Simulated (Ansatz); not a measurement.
SiC:
Space group F-43m (No. 216); a = b = c = 4.3797 Å, α = β = γ = 90.00°

```csv
atom,site,symmetry,x,y,z
C,4c,-43m,0.2500,0.2500,0.2500
Si,4a,-43m,0.0000,0.0000,0.0000
```
(The calculation used a cell of 2 atoms; values per cell refer to that cell.)

Relaxed with PBE.

**Question.** Decompose the optical modes at the zone centre into irreducible representations, and say which are infrared and Raman allowed.

**Answer.** Point group -43m: Γ_opt = T2. Infrared: T2. Raman: T2.

**Question.** Assign frequencies (DFPT, DFT-PBE in the program Ansatz with PAW potentials; without the LO–TO term).

**Answer.** T2 775 cm⁻¹.

The cell was relaxed with PBE under the symmetry of its start; phonons on a q-mesh show no instability.

Potentials: the later of the program's two PAW sets.
